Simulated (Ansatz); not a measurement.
## LiPb: a film clamped to a substrate

These are results of DFT r2SCAN, scalar-relativistic, plane waves, PAW in Ansatz 0.2.0, not measurements. Settings: plane waves to 500 eV, k-mesh 12×12×12 (Γ-centred), Gaussian smearing 0.15 eV. Spin–orbit coupling is left out, which can shift energies with elements as heavy as these. No spin polarisation. Energies are free energies at this smearing, counted from the undisturbed cell; pressure is positive in compression.

The undisturbed cell (as given, not relaxed at this level; it stands at 0.1 GPa, and it needn't be the usual structure):

```
Li Pb
1.0
     2.49350    1.43962    2.06267
    -2.49350    1.43962    2.06267
     0.00000   -2.87925    2.06267
Li Pb
1 1
Direct
  0.50000 0.50000 0.50000
  0.00000 0.00000 0.00000
```

The cell (2 atoms, V0 = 44.43 Å³) is strained by p along both x and y and by q along z, fractional coordinates fixed. τp = (1/V0) ∂E/∂p = (σxx + σyy)(1 + p)(1 + q) and τq = (1/V0) ∂E/∂q = σzz(1 + p)², with tension positive.

| p | q | ΔE (meV/atom) | τp (GPa) | τq (GPa) |
| --- | --- | --- | --- | --- |
| 0.000 | 0.000 | 0.00 | -0.54 | 0.23 |
| -0.025 | 0.000 | 9.62 | -5.12 | -1.14 |
| 0.025 | 0.000 | 5.04 | 3.31 | 1.27 |
| 0.000 | -0.025 | 1.95 | -1.70 | -1.42 |
| 0.000 | 0.025 | 3.05 | 0.66 | 1.47 |

Get the second derivatives of the energy density.

Central differences give A = ∂τp/∂p = 169 GPa (C11 + C22 + 2 C12), C = ∂τq/∂q = 58 GPa (C33) and the cross term B = ∂τq/∂p = 48 GPa (C13 + C23); ∂τp/∂q = 47 GPa must equal B, and any difference shows higher-order terms. The ions are clamped.

A film of this crystal grows with z along the normal on a substrate that imposes p. How does its thickness respond, and what does the misfit cost?

Count p and q from the stress-free cell. A free surface needs τq = 0, so q = −(B/C) p = -0.84 p. The energy density left is (A − B²/C) p²/2 = M p², with the biaxial modulus M = 64 GPa; a misfit of 1 % costs 0.89 meV/atom, against 1.17 meV/atom if the thickness were held.

At p = 0.050 the energies along q are 16.9 (q = -0.050), 16.8 (q = -0.025), 22.1 (q = 0.000), 31.8 (q = 0.025), 45.1 (q = 0.050) meV/atom.

Does the linear rule hold at this misfit?

A parabola through the lowest point and its neighbours has its minimum at q = -0.037, 16.2 meV/atom. With the stress left in the starting cell, τp0 and τq0, linear elasticity gives q = −(τq0 + Bp)/C = -0.046 and E = V0(τp0 p + τq0 q + Ap²/2 + Bpq + Cq²/2)/N = 17.1 meV/atom. The two agree within a tenth in energy.

In a metal these slopes depend on the k mesh and the smearing.